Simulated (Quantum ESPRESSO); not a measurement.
## Band energies of CsBH4

```
CsBH4
1.0
    0.00000     3.66599     3.66599
    3.66599     0.00000     3.66599
    3.66599     3.66599     0.00000
H B Cs
4 1 1
Direct
  0.40338   0.78986   0.40338
  0.40338   0.40338   0.78986
  0.40338   0.40338   0.40338
  0.78986   0.40338   0.40338
  0.50000   0.50000   0.50000
  0.00000   0.00000   0.00000
```

PBEsol (pw.x of Quantum ESPRESSO, ONCV potentials, with spin-orbit coupling); path ΓXWKΓLUWLK,UX; energies in eV from the valence-band maximum.

```
k (1/Å)  point  band 16  band 17  band 18  band 19  band 20  band 21  band 22  band 23
-------  -----  -------  -------  -------  -------  -------  -------  -------  -------
0.00         Γ    -0.06     5.90     5.90     6.83     6.83     6.83     6.83     6.86
0.21              -0.06     6.19     6.19     6.47     6.47     7.17     7.17     7.20
0.43              -0.05     5.92     5.92     6.82     6.82     8.12     8.12     8.16
0.64              -0.02     5.60     5.60     7.56     7.56     8.85     8.85     9.41
0.86         X    -0.01     5.51     5.51     8.09     8.09     9.05     9.05     9.16
1.07              -0.01     5.85     5.86     8.14     8.16     8.39     8.40     9.31
1.29         W     0.00     6.67     6.70     6.94     6.95     8.89     8.89     8.95
1.29         K    -0.13     6.16     6.18     7.84     7.85     8.81     8.82     9.03
1.47              -0.15     6.92     6.96     7.21     7.22     8.30     8.31     8.65
1.83              -0.08     6.54     6.55     6.72     6.73     7.16     7.17     7.78
2.01              -0.07     6.13     6.13     6.71     6.72     6.91     6.92     7.09
2.19         Γ    -0.06     5.90     5.90     6.83     6.83     6.83     6.83     6.86
2.57              -0.19     6.63     6.63     6.87     6.87     7.36     7.39     7.39
2.75              -0.28     6.92     6.92     7.38     7.38     8.04     8.07     8.08
2.94         L    -0.32     7.20     7.20     7.46     7.46     8.67     8.67     8.73
3.11              -0.28     7.07     7.09     7.36     7.37     8.62     8.64     8.72
3.46         U    -0.13     6.16     6.18     7.84     7.85     8.81     8.82     9.03
3.46         W     0.00     6.67     6.70     6.94     6.95     8.89     8.89     8.95
3.61              -0.06     6.74     6.77     7.00     7.00     8.91     8.92     8.99
3.92              -0.29     7.11     7.14     7.36     7.37     8.64     8.66     8.70
4.07         L    -0.32     7.20     7.20     7.46     7.46     8.67     8.67     8.73
4.17              -0.30     7.16     7.17     7.41     7.42     8.64     8.65     8.70
4.28              -0.26     7.00     7.03     7.36     7.36     8.62     8.64     8.75
4.49              -0.16     6.43     6.46     7.59     7.60     8.82     8.85     8.97
4.59         K    -0.13     6.16     6.18     7.84     7.85     8.81     8.82     9.03
4.59         U    -0.13     6.16     6.18     7.84     7.85     8.81     8.82     9.03
4.89         X    -0.01     5.51     5.51     8.09     8.09     9.05     9.05     9.16
```

The PBEsol gap is 5.51 eV and nearly direct: the edges lie at W and X, the smallest direct gap within 0.02 eV of it. Another valence extremum on the path lies within 0.02 eV, too close to call.

Geometry of the Materials Project entry, not relaxed at this level.

The structure is a Materials Project entry; no match was found in the copy of COD used, and its stability was not checked.
